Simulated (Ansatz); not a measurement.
TaC:
```
CELL_PARAMETERS angstrom
      0.00000     2.23772     2.23772
      2.23772     0.00000     2.23772
      2.23772     2.23772     0.00000
ATOMIC_POSITIONS crystal
  Ta 0.00000 0.00000 0.00000
  C  0.50000 0.50000 0.50000
```

Relaxed with PBE. Special points in fractions of this cell's reciprocal vectors: Γ (0.000, 0.000, 0.000); X (0.500, 0.000, 0.500); U (0.625, 0.250, 0.625); K (0.375, 0.375, 0.750); L (0.500, 0.500, 0.500); W (0.500, 0.250, 0.750).

**Question.** List the band energies nearest the Fermi level at these points for PBE (plane waves, PAW; program Ansatz).

**Answer.** In eV from the Fermi level; about four levels below and three above (degenerate sets whole), none deeper than 8.9 eV; … stands for higher levels left out; points with the same levels are listed once.

```
k                                below           above
-  -----------------------------------  --------------
Γ  -1.27 -1.27 -1.27 -0.47 -0.47 -0.47               …
X              -4.58 -4.43 -1.75 -1.75  2.61 4.06 4.06
U              -5.81 -4.84 -3.77 -0.58  3.14 3.96 6.21
L                    -8.61 -5.38 -5.38  2.71 2.71 3.67
W                    -5.21 -4.92 -4.92  1.62 1.62 4.08
```

Space group Fm-3m (rock salt). The cell was relaxed with PBE under the symmetry of its start. The run is not spin-polarised. Spin–orbit coupling is left out wherever it is not named.

Potentials: the earlier of the program's two PAW sets.
